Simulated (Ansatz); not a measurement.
The cell is KLiBr2, ordered on the rocksalt lattice (R-3m) with 4 atoms a cell; cell and atoms were relaxed with r2SCAN. The symmetry is R-3m (No. 166, trigonal); a = 4.218 Å, c = 21.594 Å in the conventional setting, 27.73 Å³ an atom. Around Li lie 6 Br at 2.86 Å; around K lie 6 Br at 3.22 Å; around Br lie 3 Li at 2.86 Å and 3 K at 3.22 Å.

```cif
data_structure
_symmetry_space_group_name_H-M 'R-3m:H'
_symmetry_Int_Tables_number 166
_cell_length_a 4.2182
_cell_length_b 4.2182
_cell_length_c 21.5944
_cell_angle_alpha 90.000
_cell_angle_beta 90.000
_cell_angle_gamma 120.000
_cell_volume 332.75
loop_
_atom_site_label
_atom_site_type_symbol
_atom_site_symmetry_multiplicity
_atom_site_Wyckoff_symbol
_atom_site_fract_x
_atom_site_fract_y
_atom_site_fract_z
_atom_site_occupancy
Li1 Li 3 a 0.00000 0.00000 0.00000 1
K1 K 3 b 0.66667 0.33333 0.83333 1
Br1 Br 6 c 0.33333 0.66667 0.93100 1
```

3 runs of Ansatz 0.2.0 on this cell differ in the functional (and in the settings that go with it). Levels are in eV from each run's valence top; v1 is the last filled band, c1 the first empty one.

Run A, mean stress 0.0 GPa (compression positive):
```
point     v5     v3     v1    c1    c2    c3
    Γ  -0.31   0.00   0.00  5.12  6.66  7.78
    T  -0.72  -0.20  -0.12  6.23  6.68  6.98
   H₂  -1.59  -1.01  -0.34  7.41  7.63  8.87
```

Run B, mean stress +0.6 GPa (compression positive):
```
point     v5     v3     v1    c1    c2    c3
    Γ  -0.31   0.00   0.00  4.42  5.98  7.16
    T  -0.75  -0.19  -0.12  5.54  5.92  6.42
   H₂  -1.58  -1.01  -0.34  6.87  7.04  8.04
```

Run C, mean stress +0.2 GPa (compression positive):
```
point     v5     v3     v1    c1    c2    c3
    Γ  -0.33  -0.01   0.00  5.59  7.15  8.48
    T  -0.76  -0.21  -0.13  6.73  7.14  7.66
   H₂  -1.70  -1.07  -0.36  8.09  8.27  9.38
```

Q: Match the runs to PBE, r2SCAN, HSE06.

A: A is r2SCAN, B is PBE, C is HSE06. In order of the gap: PBE 4.42, r2SCAN 5.12, HSE06 5.59 eV.

All values are calculated for a non-magnetic cell, which may be hypothetical.

The runs are scalar-relativistic, without spin-orbit coupling.

The program warns that its thresholds are loose for a hybrid's stress.
